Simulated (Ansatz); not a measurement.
# A run on NaTi2P3O12

```yaml
crystal:
  lattice:
    - [4.3083859384, 2.4874477813, 7.3405131597]
    - [-4.3083859384, 2.4874477813, 7.3405131597]
    - [0.0, -4.9748955626, 7.3405131597]
  atoms:
    - { symbol: Na, position: [0.0, 0.0, 0.0] }
    - { symbol: Na, position: [0.5, 0.5, 0.5] }
    - { symbol: Ti, position: [0.355408, 0.355408, 0.355408] }
    - { symbol: Ti, position: [0.144592, 0.144592, 0.144592] }
    - { symbol: Ti, position: [0.855408, 0.855408, 0.855408] }
    - { symbol: Ti, position: [0.644592, 0.644592, 0.644592] }
    - { symbol: P, position: [0.75, 0.03721, 0.46279] }
    - { symbol: P, position: [0.46279, 0.75, 0.03721] }
    - { symbol: P, position: [0.25, 0.96279, 0.53721] }
    - { symbol: P, position: [0.53721, 0.25, 0.96279] }
    - { symbol: P, position: [0.03721, 0.46279, 0.75] }
    - { symbol: P, position: [0.96279, 0.53721, 0.25] }
    - { symbol: O, position: [0.779951, 0.560332, 0.422992] }
    - { symbol: O, position: [0.422992, 0.779951, 0.560332] }
    - { symbol: O, position: [0.560332, 0.422992, 0.779951] }
    - { symbol: O, position: [0.939668, 0.720049, 0.077008] }
    - { symbol: O, position: [0.077008, 0.939668, 0.720049] }
    - { symbol: O, position: [0.720049, 0.077008, 0.939668] }
    - { symbol: O, position: [0.220049, 0.439668, 0.577008] }
    - { symbol: O, position: [0.577008, 0.220049, 0.439668] }
    - { symbol: O, position: [0.439668, 0.577008, 0.220049] }
    - { symbol: O, position: [0.060332, 0.279951, 0.922992] }
    - { symbol: O, position: [0.922992, 0.060332, 0.279951] }
    - { symbol: O, position: [0.279951, 0.922992, 0.060332] }
    - { symbol: O, position: [0.367642, 0.213519, 0.99703] }
    - { symbol: O, position: [0.213519, 0.99703, 0.367642] }
    - { symbol: O, position: [0.99703, 0.367642, 0.213519] }
    - { symbol: O, position: [0.50297, 0.286481, 0.132358] }
    - { symbol: O, position: [0.286481, 0.132358, 0.50297] }
    - { symbol: O, position: [0.132358, 0.50297, 0.286481] }
    - { symbol: O, position: [0.632358, 0.786481, 0.00297] }
    - { symbol: O, position: [0.786481, 0.00297, 0.632358] }
    - { symbol: O, position: [0.00297, 0.632358, 0.786481] }
    - { symbol: O, position: [0.49703, 0.713519, 0.867642] }
    - { symbol: O, position: [0.713519, 0.867642, 0.49703] }
    - { symbol: O, position: [0.867642, 0.49703, 0.713519] }
kpoints:
  mp_grid: { grid: [0, 3, 3] }
scf:
  occupations: { method: fermi_dirac, width: 0.02 }
  max_iter: 80
hamiltonian:
  xc: pbe
  pseudopotentials: { kind: paw }
output:
  forces: true
  stress: true
  populations: true
  efg:
    quadrupole_moments_barn: { Na: 0.104, Ti: 0.247, O: -0.02558 }
    contact_densities: true
```

```sh
ansatz run input.yaml --threads 1 --pin off --max-ram 2560MiB --backend cpu --events-out ev --progress --plain --runs-dir out
```

Question: Does this calculation finish, and if not, why?

Answer: The program refused the input. The input holds a mesh with a zero. The program says:

```
Error: invalid value for `kpoints.mp_grid.grid`: each dimension must be in 1..=255
```

Against a sound input the change was `kpoints.mp_grid.grid`: [3, 3, 3] → [0, 3, 3]; `scf.max_iter`: not typed → 80.

With the sound settings the run converges and gives V_zz (10²¹ V/m²) Na -0.99 (η 0.00), Ti 0.030 (η 0.00), P 1.02 (η 0.19), O13 9.67 (η 0.24), O25 9.78 (η 0.07); a site carries the number of its first atom in the input.
